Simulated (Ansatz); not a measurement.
Total density of states per atom from DFT-LDA in the program Ansatz with PAW potentials, in 0.25 eV bins, energy from the Fermi level:

```
E (eV) | states/eV/atom
    -7.85 | ########## 0.65
    -7.60 | ########### 0.70
    -7.35 | ############################# 1.85
    -7.10 | ################## 1.18
    -6.85 | ################## 1.14
    -6.60 | ####### 0.45
    -6.35 |  0.00
    -6.10 |  0.00
    -5.85 |  0.00
    -5.60 |  0.00
    -5.35 |  0.00
    -5.10 |  0.00
    -4.85 |  0.00
    -4.60 |  0.00
    -4.35 |  0.00
    -4.10 |  0.00
    -3.85 |  0.00
    -3.60 |  0.00
    -3.35 |  0.01
    -3.10 | # 0.03
    -2.85 | # 0.07
    -2.60 | #### 0.25
    -2.35 | ######## 0.54
    -2.10 | ########### 0.69
    -1.85 | ######### 0.59
    -1.60 | ############# 0.80
    -1.35 | ####################### 1.46
    -1.10 | ############## 0.87
    -0.85 | ########### 0.67
    -0.60 | #################### 1.29
    -0.35 | ####### 0.42
    -0.10 | ##### 0.31
     0.15 | ###### 0.41
     0.40 | ######### 0.56
     0.65 | ########### 0.67
     0.90 | ############ 0.79
     1.15 | ################# 1.10
     1.40 | ##################### 1.35
     1.65 | ######################### 1.58
     1.90 | ##################### 1.34
     2.15 | ################## 1.12
     2.40 | ##################### 1.32
     2.65 | ############################## 1.92
```

**Question.** Which compound is it?
(A) BaHfO3, cubic perovskite
(B) YOF, P4/nmm (Y on 2c, O on 2b, F on 2a)
(C) Ti2O, anti-CdI2 type
(D) TiS, P-6m2 (Ti on 1e, S on 1b)

**Answer.** C, Ti2O, anti-CdI2 type. Within 0.5 eV of the Fermi level: Ti 3d 90 %. Projections are on Löwdin-orthogonalised atomic valence shells; empty p or d shells of many metals are not among them.

Space group P-3m1 (anti-CdI2 type). The first step of the workflow began from a Materials Project structure, measured or hypothetical; the Crystallography Open Database files this formula in space group No. 164, but the cells were not matched. Whether it is the stable phase at ambient conditions was not checked. Symmetry was held in the LDA relaxation; its stability against distortions is not shown here. No spin polarisation was allowed. Without spin polarisation and U, an open-shell compound can come out a false metal.

Potentials: the later of the program's two PAW sets.
